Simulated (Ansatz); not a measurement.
## RuF2 in the CdI2-type structure

Method: PBEsol, scalar-relativistic; no spin polarisation; PAW, 420 eV, 12×12×8 k-mesh, Gaussian smearing of 0.05 eV; code Ansatz; PAW files: Ansatz's generated set soft_2.

```yaml
crystal:
  lattice:
    - [3.21963, 0.00000, 0.00000]
    - [-1.60981, 2.78828, 0.00000]
    - [0.00000, 0.00000, 4.30563]
  atoms:
    - { symbol: Ru, position: [0.00000, 0.00000, 0.00000] }
    - { symbol: F, position: [0.33333, 0.66667, 0.22231] }
    - { symbol: F, position: [0.66667, 0.33333, 0.77769] }
```

The structure was built from a prototype; whether the compound forms in it isn't claimed.

Cell and atoms are those of this level's equilibrium.

The cell has space group P-3m1 (read at 0.01 Å). In it the stress is 0.01, 0.01, -0.03, 0.00, 0.00, 0.00 GPa and the largest force component 0.001 eV/Å. Each change below starts from this cell, without further relaxation. Stress is in GPa, positive in compression, in the order xx, yy, zz, yz, xz, xy; energies are counted from the cell above.

Problem. What happens when atom 3 (F) is moved by 0.08 Å along z?

Solution. The energy changes by 28.8 meV per cell, and the force on it along the shift is -0.733 eV/Å (−F/u = 9.16 eV/Å²). Stress: 3.69, 3.69, 2.34, 0.00, 0.00, 0.00. The gap on the mesh goes from 0.53 eV to 0.44 eV.
| atom | Fx (eV/Å) | Fy | Fz |
| --- | --- | --- | --- |
| Ru1 | 0.000 | 0.000 | 0.748 |
| F2 | 0.000 | 0.000 | -0.016 |
| F3 | 0.000 | 0.000 | -0.733 |
In a harmonic crystal the energy would rise by −½F·u = ½ × 9.16 × 0.08² eV = 29.3 meV, which matches.

Problem. What stress follows from an engineering strain of 2 % in xz, atoms carried along?

Solution. 0.13, 0.05, -0.01, -0.02, -1.44, 1.20 GPa; the energy changes by 3.5 meV per cell.
```tsv
atom	Fx (eV/Å)	Fy	Fz
Ru1	0.000	0.000	0.000
F2	-0.174	-0.004	0.005
F3	0.174	0.004	-0.005
```
The change of the stress over the strain gives a clamped-atom stiffness of about 72 GPa for this component.
In a harmonic crystal the energy would rise by V(½Cε² − σ₀ε), with σ₀ the stress of the unstrained cell, = 3.5 meV, which matches.

Kohn–Sham gaps of semilocal functionals lie under measured ones, often by a third or more.
